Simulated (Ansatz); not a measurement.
Ir:
```
Ir
1.0
    0.00000     1.91762     1.91762
    1.91762     0.00000     1.91762
    1.91762     1.91762     0.00000
Ir
1
Direct
  0.00000   0.00000   0.00000
```

Relaxed with r²SCAN+D4. Special points in fractions of this cell's reciprocal vectors: Γ (0.000, 0.000, 0.000); X (0.500, 0.000, 0.500); U (0.625, 0.250, 0.625); K (0.375, 0.375, 0.750); L (0.500, 0.500, 0.500); W (0.500, 0.250, 0.750).

Problem. List the band energies nearest the Fermi level at these points for r²SCAN+D4 in the plane-wave PAW code Ansatz.

Solution. In eV from the Fermi level; about four levels below and three above (degenerate sets whole), none deeper than 8.9 eV; … stands for higher levels left out; points with the same levels are listed once.

```tsv
k	below	above
Γ	-4.07 -4.07 -4.07	…
X	-8.29 -7.70	0.81 1.55 1.55
U	-7.29 -6.27 -3.04 -1.02	0.64 …
L	-8.48 -4.22 -4.22 -0.74	…
W	-6.56 -5.12 -5.12 -1.96	1.56 …
```

Space group Fm-3m (fcc (Cu type)). The r²SCAN+D4 relaxation kept the symmetry of its start. No spin polarisation was allowed. The pairwise dispersion correction was not fitted to metals. Scalar-relativistic: spin–orbit coupling is off unless named, which matters more the heavier the elements.

Potentials: the later of the program's two PAW sets.
